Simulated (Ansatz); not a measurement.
Starting cell, Au (fcc, Cu type):

```
Au
1.0
    0.00000     4.15718     4.15718
    2.07859     0.00000     2.07859
    2.07859     2.07859     0.00000
Au
2
Direct
  0.00000   0.00000   0.00000
  0.50000   0.00000   0.00000
```

The atoms are displaced by Q × the pattern below (from a DFPT mode at L = (0.5, 0.0, 0.0), largest move 1; Q in Å), at fixed cell. It is one choice among 2 degenerate patterns. (q is in reciprocal vectors of the primitive cell; the cell shown is doubled to hold the pattern.)

| atom | x | y | z |
|---|---|---|---|
| Au1 | -0.285 | 0.520 | -0.805 |
| Au2 | 0.285 | -0.520 | 0.805 |

These are PBE (plane waves to 420 eV, PAW, scalar-relativistic; Ansatz, a first-principles code) values and carry that method's errors. k mesh 19×19×19 (Γ-centred), Fermi-Dirac smearing 0.05 eV. The energy includes the smearing's −TS. Compression counts positive. With partly filled bands, energies and forces of such displacements shift with the k mesh and the smearing. Au was relaxed with its symmetry unable to fall. Spin-orbit coupling is left out, though Au is heavy. The zero of ΔE is the undisplaced structure.

```
Q (Å)   P (GPa)  −dE/dQ from forces (eV/Å)  ΔE (eV/cell)
------  -------  -------------------------  ------------
-0.180      1.4                      0.680           ___
-0.150      1.0                      0.580         0.045
-0.120      0.7                      0.473         0.029
-0.090      0.4                      0.360         0.016
-0.060      0.2                      0.243         0.007
-0.030      0.1                      0.122         0.002
0.000       0.0                      0.000         0.000
0.030       0.1                     -0.122         0.002
0.060       0.2                     -0.243         0.007
0.090       0.4                     -0.360         0.016
0.120       0.7                     -0.473         0.029
0.150       1.0                     -0.580         0.045
0.180       1.4                     -0.680           ___
```

Task: Fill in the missing entries.

Result: 
- -0.180, ΔE (eV/cell): 0.064
- 0.180, ΔE (eV/cell): 0.064

(For displaced atoms, the force is minus the slope of the energy, and its curvature is a force constant, which sets phonon frequencies.)
